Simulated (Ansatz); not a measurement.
Harmonic vibrational thermodynamics of Li (fcc (Cu type), Fm-3m) at fixed volume, the program Ansatz at the r²SCAN level (PAW). The rows extrapolate the 0 K crystal and know nothing of melting or changes of phase.

```json
[
 {"T (K)": "50", "F_vib (meV/atom)": "40.8", "S (J/K per mol of atoms)": "1.4", "C_V (J/K per mol of atoms)": "3.6"},
 {"T (K)": "100", "F_vib (meV/atom)": "38.8", "S (J/K per mol of atoms)": "6.6", "C_V (J/K per mol of atoms)": "11.9"},
 {"T (K)": "200", "F_vib (meV/atom)": "26.0", "S (J/K per mol of atoms)": "17.9", "C_V (J/K per mol of atoms)": "20.0"},
 {"T (K)": "300", "F_vib (meV/atom)": "[?]", "S (J/K per mol of atoms)": "26.6", "C_V (J/K per mol of atoms)": "[?]"},
 {"T (K)": "400", "F_vib (meV/atom)": "-28.4", "S (J/K per mol of atoms)": "[?]", "C_V (J/K per mol of atoms)": "[?]"},
 {"T (K)": "600", "F_vib (meV/atom)": "[?]", "S (J/K per mol of atoms)": "42.9", "C_V (J/K per mol of atoms)": "[?]"},
 {"T (K)": "800", "F_vib (meV/atom)": "-204.6", "S (J/K per mol of atoms)": "50.0", "C_V (J/K per mol of atoms)": "24.6"},
 {"T (K)": "1000", "F_vib (meV/atom)": "-314.0", "S (J/K per mol of atoms)": "55.5", "C_V (J/K per mol of atoms)": "24.7"}
]
```

Some entries are withheld; supply them.


- 400, C_V (J/K per mol of atoms): 23.5
- 400, S (J/K per mol of atoms): 33.2
- 300, C_V (J/K per mol of atoms): 22.5
- 300, F_vib (meV/atom): 2.7
- 600, F_vib (meV/atom): -108.0
- 600, C_V (J/K per mol of atoms): 24.3

A made-up cell: these elements were put on the sites of a structure type; the Crystallography Open Database files this formula in space group No. 225, but the cells were not matched. It is not the phase usual at ambient conditions (space group No. 229). The cell was relaxed with r²SCAN under the symmetry of its start; phonons on a q-mesh show no instability.

Potentials: the later of the program's two PAW sets.
